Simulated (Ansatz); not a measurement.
TaN (rock salt)

```yaml
crystal:
  lattice:
    - [0.00000, 4.37561, 4.37561]
    - [2.18780, 0.00000, 2.18780]
    - [2.18780, 2.18780, 0.00000]
  atoms:
    - { symbol: N, position: [0.00000, 0.00000, 0.00000] }
    - { symbol: N, position: [0.50000, 0.00000, 0.00000] }
    - { symbol: Ta, position: [0.25000, 0.50000, 0.50000] }
    - { symbol: Ta, position: [0.75000, 0.50000, 0.50000] }
```

In this cell atom 1 (N, nearest neighbour Ta at 2.188 Å; its periodic images, 3.1 Å or more away, move with it) is moved by s along Cartesian x, unit vector (1.000, 0.000, 0.000); all other atoms and the cell stay fixed.

Calculation: PBEsol (plane waves to 420 eV, PAW, scalar-relativistic; Ansatz, a quantum-chemistry and plane-wave program). k mesh 15×15×15 (Γ-centred), Fermi-Dirac smearing 0.05 eV. E stands for the smeared free energy. With partly filled bands, energies and forces of such displacements shift with the k mesh and the smearing. Spin-orbit coupling is left out, though Ta is heavy. TaN is run without spin polarisation. TaN was relaxed with its symmetry unable to fall. This is a high-temperature form of TaN. ΔE is measured from the undisplaced structure. The last digit holds for this mesh only.

| s (Å) | ΔE (meV/cell) |
|---|---|
| -0.220 | 324.2 |
| -0.176 | 202.8 |
| -0.132 | withheld |
| -0.088 | 49.0 |
| -0.044 | 12.1 |
| 0.000 | 0.0 |
| 0.044 | 12.1 |
| 0.088 | 49.0 |
| 0.132 | withheld |
| 0.176 | 202.8 |
| 0.220 | 324.2 |

### Question
Fit an even polynomial form (powers 2, 4) to the given rows and predict ΔE at s = 0.132.

### Answer
Least squares on the 9 given rows: ΔE = (6271)·s² + (8839)·s⁴, in meV/cell with s in Å; root-mean-square residual 0.07 meV/cell. At 0.132 the fit gives 111.9 meV/cell; the calculation gives 111.9 meV/cell, the same to the digits shown. The quadratic term alone would give 109.3 meV/cell.

(A displaced cell: forces are minus the slopes of the energy, force constants its curvatures, and phonons follow from these.)
